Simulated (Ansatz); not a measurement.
**Na3TeCl: relaxed-ion elastic tensor**

Theory: Ansatz, DFT LDA, scalar-relativistic, plane waves, PAW. Cutoff 420 eV, 6×6×6 k-points (Γ-centred), fixed occupations. No spin polarisation.

The cell is fixed (symmetry leaves no force on the atoms) and stands under 0.3 GPa:
```
Te Cl Na
1.0
     5.00950    0.00000    0.00000
     0.00000    5.00950    0.00000
     0.00000    0.00000    5.00950
Te Cl Na
1 1 3
Direct
  0.00000 0.00000 0.00000
  0.50000 0.50000 0.50000
  0.50000 0.50000 0.00000
  0.50000 0.00000 0.50000
  0.00000 0.50000 0.50000
```

The cell is the ideal cubic antiperovskite prototype; whether it is the stable structure of this composition wasn't checked.

Q: Give the relaxed-ion elastic constants (GPa, Voigt order xx yy zz yz xz xy, on the axes of the cell above).

A:
C11 = 68.5, C12 = 7.5, C13 = 7.5, C22 = 68.5, C23 = 7.5, C33 = 68.5, C44 = 8.3, C55 = 8.3, C66 = 8.3 GPa; the others vanish.

Q: Is the crystal stable against homogeneous strain?

A: Yes: the least eigenvalue of the tensor is 8.3 GPa.

Q: And the moduli of a polycrystal (Hill averages)?

A: B = 28 GPa, G = 14 GPa, E = 37 GPa, ν = 0.28.